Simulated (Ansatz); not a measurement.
A generated cell, not matched to a known phase here, of YSI: P4/nmm, origin choice 1 (No. 129), tP6; a = 4.8021 Å, b = 4.8021 Å, c = 7.3945 Å, α = 90.00°, β = 90.00°, γ = 90.00°; Y 2c (0.000, 0.500, 0.288); S 2c (0.500, 0.000, 0.368); I 2a (0.000, 0.000, 0.000). These are r2SCAN (plane waves to 500 eV, PAW, scalar-relativistic; Ansatz, an electronic-structure program) values and carry that method's errors. Element references, the lowest calculated here: Y (P6₃/mmc), S (Fddd), I (Cmce).

**Question.** What is the computed formation energy of this P4/nmm form of YSI from the elements (r2SCAN)?

**Answer.** -1.45 eV/atom.

A lower structure of this composition may exist.

Static energies, no anion corrections, no zero-point energy. Values are rounded to 0.01 eV/atom. Not shown to be the ambient phase of their composition (a lower form may be missing, and a cell relaxed within its start's symmetry can be a saddle point): YSI (P4/nmm). Spin-orbit coupling is missing from these energies, which matters for elements this heavy. The compounds carry no spin polarisation.
